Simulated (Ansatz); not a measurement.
Nb$_{3}$Ir (A15, Cr3Si type)

```xyz
8
Lattice="5.0805 0.0000 0.0000 0.0000 5.0805 0.0000 0.0000 0.0000 5.0805" Properties=species:S:1:pos:R:3 pbc="T T T"
Nb     2.5402     1.2701     0.0000
Nb     2.5402     3.8103     0.0000
Nb     1.2701     0.0000     2.5402
Nb     3.8103     0.0000     2.5402
Nb     0.0000     2.5402     1.2701
Nb     0.0000     2.5402     3.8103
Ir     2.5402     2.5402     2.5402
Ir     0.0000     0.0000     0.0000
```

The slice is a {210} plane (indices of the conventional cell) through the point (0.500, 0.750, 0.000) (fractional), spanned by u = [100] and v = [021] in vectors of this cell: u (5.08 Å) and v (11.36 Å, at 90° to u). It covers one period; positions are fractions (u, v).

All values below come from LDA (plane waves to 420 eV, PAW, scalar-relativistic; Ansatz, a program for electronic structure). k mesh 9×9×9. These are valence fields of a PAW run, semicore shells included where kept as valence: close to a nucleus they are smooth pseudo fields. Nb3Ir is run without spin polarisation. Nb3Ir was relaxed with its symmetry unable to fall. Spin-orbit coupling is left out, though Ir is heavy.

**Question.** Sketch the electrostatic potential energy of an electron, from the cell's mean on this plane as a map.

**Answer.** 
```
v \ u  0.00  0.14  0.29  0.43  0.57  0.71  0.86
-----  ----  ----  ----  ----  ----  ----  ----
0.88    9.3  12.2   8.9     x     x   8.9  12.2
0.75    9.3  12.2  13.6  10.3  10.3  13.6  12.2
0.62    9.3     x     x  <5.0  <5.0     x     x
0.50   10.3  10.2   9.5  12.6  12.6   9.5  10.2
0.38      x     x   8.6     x     x   8.6     x
0.25    9.3  12.2  13.6  10.3  10.3  13.6  12.2
0.12    9.3  12.3  10.7     x     x  10.7  12.3
0.00      x     x  12.1  11.4  11.4  12.1     x
```

Values: electrostatic potential energy of an electron, from the cell's mean, in eV. Points within 1 Å of a nucleus are blanked (x), as the pseudised field means little there. Values under 5 eV are set to 5. The zero, the cell's mean, hangs on the PAW cores.
